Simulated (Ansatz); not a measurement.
Ansatz input

```yaml
crystal:
  lattice:
    - [2.6902722927, 0.0, 0.0]
    - [-1.3451361463, 2.3298441485, 0.0]
    - [0.0, 0.0, 4.5343321852]
  atoms:
    - { symbol: Pd, position: [0.3333333333, 0.6666666667, 0.25], spin: 0.5, spin_axis: [0, 0, 1] }
    - { symbol: Pd, position: [0.6666666667, 0.3333333333, 0.75], spin: -0.5, spin_axis: [0, 0, 1] }
hamiltonian:
  xc: lda
  pseudopotentials:
    kind: paw_fr
    azcp:
      Pd: "pseudopotentials/Pd.paw.azcp"
basis:
  ecutwfc: 420
  fft_grid_basis: typed
kpoints:
  mp_grid: { grid: [13, 13, 7], shift: [0, 0, 0] }
magnetization:
  noncollinear: true
  spin_orbit: true
scf:
  occupations: { method: fermi_dirac, width: 0.05 }
```

and its output:

```
Warning: the record states the generating functional pbe (its physics header spells it `PBE`), which answers neither for hamiltonian.xc's functional nor for the lda family's — results may be inconsistent (PPs are generated against a specific XC)
Engine: ansatz 0.2.0, aarch64-unknown-linux-gnu
Pseudopotentials: kind: paw_fr
Pseudopotential: Pd, paw_fr, valence charge 18, recommended cutoff 420 eV (normal) 
Functional definition: SPW92
  exchange = slater_x
  correlation = pw_c
Crystal: 2 atoms, lattice volume = 28.421 Å³
Basis set: ecut = 420 eV, 549 PW (Γ)
Bands: 44, of which v1, the nominal top of the filled ones, is band 36 counted from 1 (35 counted from 0)
Symmetry: 12 space group operations + 12 with time reversal
Magnetic group: BNS 194.266 (UNI 1496), of the structure as read, at distance tolerance 3.1e-5 Å
k-points: 140 of 1183
Projection manifold: j_resolved (fully-relativistic pseudo-atomic orbitals)
Non-local potential: Pd, projectors of the file, l = 0: 2, l = 1: 4, l = 2: 4, l = 3: 2
PAW form: soft (Blöchl's): semilocal exchange-correlation on the pseudo side does not see the compensation charge
PAW frozen core: Pd, regenerated for the run's functional, and the local potential with it (the file was generated under x = pbe(κ = 0.804, μ = 0.2195149727645171), c = pbe(β = 0.06672455060314922))
PAW one-centre angular grid: Pd, 590 points (default); XC on 64 Gauss nodes
Initial density: superposition of atomic densities (chi_scale 0.1, normalization cell)
Starting moments: Σ|m| = 1 μB on 2 of 2 sites
Initial wavefunctions: pseudopotential atomic-orbital guess
Functional: x = slater, c = lda
SCF iter   1: F=—  HF=-13695.491494 eV  |F-HF|=—  |Δ(HF+E_count)|=         —  Δρ=1.73e-1  dr2=8.24e0  dr2_m=1.70e-1  ethr=3.10e-3  |M|=4.46e-17 ∫|m|=3.11e-1 μB  |m|>n=0.0e0 m-floor=1.0e-2 τ_xc=1.9e-49  β_m=0.30  ⟨swp⟩=8.4  Hψ=31100  notcnv=0  defer=20
spin=Noncollinear: Kerker preconditioning applied to the charge; magnetization (m_x, m_y, m_z) channels mix plain (no charge-response kernel on spin).
SCF iter   2: F=—  HF=-13693.929936 eV  |F-HF|=—  |Δ(HF+E_count)|=    1.56e0  Δρ=1.02e-1  dr2=2.85e0  dr2_m=1.02e-1  ethr=3.10e-3  |M|=1.12e-17 ∫|m|=2.58e-1 μB  |m|>n=0.0e0 m-floor=7.7e-4 τ_xc=3.8e-21  β_m=0.30  ⟨swp⟩=2.0  Hψ=10692  notcnv=0  defer=308
SCF iter   3: F=—  HF=-13693.117989 eV  |F-HF|=—  |Δ(HF+E_count)|=   8.12e-1  Δρ=3.21e-2  dr2=1.08e-1  dr2_m=6.04e-2  ethr=3.10e-3  |M|=1.03e-18 ∫|m|=2.17e-1 μB  |m|>n=0.0e0 m-floor=7.7e-4 τ_xc=5.5e-21  β_m=0.30  ⟨swp⟩=2.4  Hψ=10344  notcnv=0  defer=312
SCF iter   4: F=—  HF=-13693.110336 eV  |F-HF|=—  |Δ(HF+E_count)|=   7.65e-3  Δρ=2.45e-2  dr2=1.39e-2  dr2_m=3.91e-2  ethr=2.99e-4  |M|=5.49e-18 ∫|m|=1.75e-1 μB  |m|>n=0.0e0 m-floor=7.7e-4 τ_xc=7.2e-21  β_m=0.30  ⟨swp⟩=2.0  Hψ=12508  notcnv=0  defer=362
SCF iter   5: F=—  HF=-13693.112120 eV  |F-HF|=—  |Δ(HF+E_count)|=   1.78e-3  Δρ=1.96e-2  dr2=1.13e-3  dr2_m=2.50e-2  ethr=3.87e-5  |M|=1.32e-17 ∫|m|=1.44e-1 μB  |m|>n=0.0e0 m-floor=7.7e-4 τ_xc=6.8e-21  β_m=0.30  ⟨swp⟩=2.0  Hψ=8446  notcnv=0  defer=362
SCF iter   6: F=—  HF=-13693.114419 eV  |F-HF|=—  |Δ(HF+E_count)|=   2.30e-3  Δρ=1.58e-2  dr2=1.86e-4  dr2_m=1.62e-2  ethr=3.13e-6  |M|=6.12e-18 ∫|m|=1.18e-1 μB  |m|>n=0.0e0 m-floor=7.7e-4 τ_xc=5.6e-21  β_m=0.30  ⟨swp⟩=2.2  Hψ=9632  notcnv=0  defer=362
SCF iter   7: F=—  HF=-13693.116324 eV  |F-HF|=—  |Δ(HF+E_count)|=   1.91e-3  Δρ=1.27e-2  dr2=2.57e-5  dr2_m=1.05e-2  ethr=5.17e-7  |M|=9.25e-18 ∫|m|=9.64e-2 μB  |m|>n=0.0e0 m-floor=7.7e-4 τ_xc=4.5e-21  β_m=0.30  ⟨swp⟩=2.0  Hψ=8484  notcnv=0  defer=362
SCF iter   8: F=—  HF=-13693.117575 eV  |F-HF|=—  |Δ(HF+E_count)|=   1.25e-3  Δρ=1.03e-2  dr2=1.88e-6  dr2_m=6.89e-3  ethr=7.14e-8  |M|=7.08e-19 ∫|m|=7.91e-2 μB  |m|>n=0.0e0 m-floor=7.7e-4 τ_xc=3.4e-21  β_m=0.30  ⟨swp⟩=2.0  Hψ=10684  notcnv=0  defer=362
Mixer restart at iter 8: flushing history
spin-set hold released at iteration 8 (site moments contracting): the magnetisation degrees of freedom join the quasi-Newton model from the next iteration; the mixer history was flushed
SCF iter   9: F=—  HF=-13693.118419 eV  |F-HF|=—  |Δ(HF+E_count)|=   8.44e-4  Δρ=8.34e-3  dr2=6.72e-7  dr2_m=4.53e-3  ethr=5.22e-9  |M|=4.12e-18 ∫|m|=6.49e-2 μB  |m|>n=0.0e0 m-floor=7.7e-4 τ_xc=2.6e-21  β_m=0.51  ⟨swp⟩=2.8  Hψ=12064  notcnv=0  defer=362
SCF iter  10: F=—  HF=-13693.119998 eV  |F-HF|=—  |Δ(HF+E_count)|=   1.58e-3  Δρ=2.01e-3  dr2=7.79e-8  dr2_m=2.63e-4  ethr=2.78e-10  |M|=9.81e-19 ∫|m|=1.65e-2 μB  |m|>n=0.0e0 m-floor=7.7e-4 τ_xc=3.1e-22  β_m=0.82  ⟨swp⟩=1.0  Hψ=24888  notcnv=0
SCF iter  11: F=—  HF=-13693.120104 eV  |F-HF|=—  |Δ(HF+E_count)|=   1.06e-4  Δρ=1.53e-4  dr2=1.94e-8  dr2_m=1.55e-6  ethr=2.16e-10  |M|=5.38e-20 ∫|m|=8.39e-4 μB  |m|>n=0.0e0 m-floor=7.7e-4 τ_xc=4.1e-24  β_m=0.91  ⟨swp⟩=4.0  Hψ=19363  notcnv=0
SCF iter  12: F=—  HF=-13693.120104 eV  |F-HF|=—  |Δ(HF+E_count)|=   6.08e-7  Δρ=1.09e-5  dr2=2.25e-8  dr2_m=6.24e-10  ethr=5.38e-11  |M|=2.28e-22 ∫|m|=1.16e-5 μB  |m|>n=0.0e0 m-floor=7.7e-4 τ_xc=6.5e-27  β_m=0.81  ⟨swp⟩=3.0  Hψ=16920  notcnv=0
SCF iter  13: F=—  HF=-13693.120104 eV  |F-HF|=—  |Δ(HF+E_count)|=   6.92e-9  Δρ=1.37e-6  dr2=2.91e-10  dr2_m=1.13e-10  ethr=5.38e-11  |M|=4.56e-23 ∫|m|=3.49e-6 μB  |m|>n=0.0e0 m-floor=7.7e-4 τ_xc=1.6e-27  β_m=0.86  ⟨swp⟩=2.0  Hψ=11820  notcnv=0
SCF iter  14: F=-13693.120104 eV  HF=-13693.120104 eV  |F-HF|=5.46e-12  |Δ(HF+E_count)|=  1.40e-10  Δρ=2.81e-7  dr2=6.70e-12  dr2_m=5.09e-12  ethr=1.00e-12  |M|=1.07e-22 ∫|m|=1.04e-6 μB  |m|>n=0.0e0 m-floor=7.7e-4 τ_xc=2.1e-30  ⟨swp⟩=2.0  Hψ=11900  notcnv=0
WARN: the starting moments were not kept: the SCF closed with an absolute magnetisation of 1.0e-6 μB, where they sum to 1 μB in size (2 sites). That is at most 0.1 of that sum. Measured as dr2_m measures the in/out step, that magnetisation stands 3.5e-13 eV from none, at or under the dr2_threshold of 1.0e-7 eV: it is no larger than a step whose dr2_m would equal this threshold. The system may hold no moment; this SCF shows only that its start led to no more than that. To try another start: raise the starting moments (crystal.atoms[].spin, magnetization.per_species, magnetization.initial_magnetization, or on a non-collinear deck that types none of these the spinor_matrix: blocks that start its atoms; where the total moment is fixed, keep their sum and leave initial_magnetization as it is; typed ones take the place of any that the run laid by itself, positive ones on a crystal's lanthanoids without a Hubbard term where scf.initial_density.shell_occupations: [] is typed) or, if the notice of its spin-set hold's release reads "site moments contracting" or "site moments show no strong build", lengthen the hold (scf.mixing.spin_hold: { on: { confirm: 4 } }; for m-r²SCAN on two components see the key's manual first). Each may lead to a state that holds a moment. A second SCF, from the converged charge density, with the starting moments and any scf.initial_density.shell_occupations laid on it anew, would have followed, and was not run: the deck does not ask for one (magnetization.retry_lost_moments is false, the default). To let it run, set magnetization.retry_lost_moments: true and run the deck again, where that key's refused combinations let it; where memory then withholds it, that run's warning says so.
SCF 1 converged in 14 iterations: F = -13693.120104 eV  dr2 = 6.70e-12
SCF converged after 14 iterations
Magnetization: |M| = 0.0000 μB,  M = (+0.0000, +0.0000, -0.0000) μB
Absolute magnetization: 0.0000 μB (∫|m|, with the PAW one-centre terms)
  site 0: m = (-0.0000, -0.0000, -0.0000) μB, |m| = 0.0000 μB  (R = 1.11 Å)
  site 1: m = (+0.0000, +0.0000, +0.0000) μB, |m| = 0.0000 μB  (R = 1.11 Å)
Free energy (F): -13693.120104 eV
Harris-Foulkes:  -13693.120104 eV  (|F-HF|=5.46e-12)
Internal energy: -13693.085443 eV  (E = F + TS)
E sigma→0 (E₀):  -13693.102774 eV
Entropy (-TS):   -0.034661 eV (-17.331 meV/atom)
Fermi energy:    20.509264 eV
--- Per-component energies (eV) ---
  E_band       = -253.621071
  E_kinetic    = 1028.543840
  E_local      = -3400.192198  (includes V_loc(G=0)·N_el)
  E_nonlocal   = 443.325238
  E_hartree    = 1380.648023
  E_xc         = -336.301937
  E_vxc        = -423.899529  (∫ρ·V_xc dr)
  E_paw        = -7248.104686  (= ΣΔE_a)
  E_vpaw       = -662.694808  (= ΣTr[D̂ρ^β])
  E_aug_tail   = 0.000418  (compensation charges beyond the density's cutoff)
  E_ewald      = -5562.372761
  E_core_change = 1.368619  (= ΣΔE_core)
  E_smearing   = -0.034661  (= −TS)
  E_closure    = -0.000000  (closes the sum)
  Σ components = -13693.120104   (vs F -13693.120104, Δ=0.00e0)
```
